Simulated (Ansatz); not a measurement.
LaF:
```xyz
4
Lattice="4.3313 0.0000 0.0000 -2.1657 3.7510 0.0000 0.0000 0.0000 5.5277" Properties=species:S:1:pos:R:3 pbc="T T T"
La     0.0000     2.5007     1.3819
La     2.1657     1.2503     4.1458
F      0.0000     2.5007     4.1458
F      2.1657     1.2503     1.3819
```

Relaxed with PBE. Special points in fractions of this cell's reciprocal vectors: Γ (0.000, 0.000, 0.000); M (0.500, 0.000, 0.000); K (0.333, 0.333, 0.000); A (0.000, 0.000, 0.500); L (0.500, 0.000, 0.500); H (0.333, 0.333, 0.500).

Task: List the band energies nearest the Fermi level at these points for plane-wave PAW PBE with spin–orbit coupling (Ansatz code).

Result: In eV from the Fermi level; about four levels below and three above (degenerate sets whole), none deeper than 8.9 eV; points with the same levels are listed once.

```tsv
k	below	above
Γ	-7.45 -7.45 -1.77 -1.77	0.14 0.14 0.16 0.16
M	-0.60 -0.60 -0.51 -0.51	0.69 0.69 1.07 1.07
K	-1.67 -1.67 -0.83 -0.83	0.99 0.99 1.01 1.01
A	-0.29 -0.29 -0.29 -0.29	0.83 0.83 0.83 0.83
L	-0.55 -0.55 -0.55 -0.55	0.73 0.73 0.73 0.73
H	-0.68 -0.68 -0.63 -0.63	0.76 0.76 0.78 0.78
```

Space group P6_3/mmc. The workflow started from a Materials Project entry (that database holds measured and hypothetical structures alike); the Crystallography Open Database copy checked does not list it. Its standing as an ambient phase is unchecked. The PBE relaxation kept the symmetry of its start; whether a distortion lowers the energy is not shown.

Potentials: the later of the program's two PAW sets.
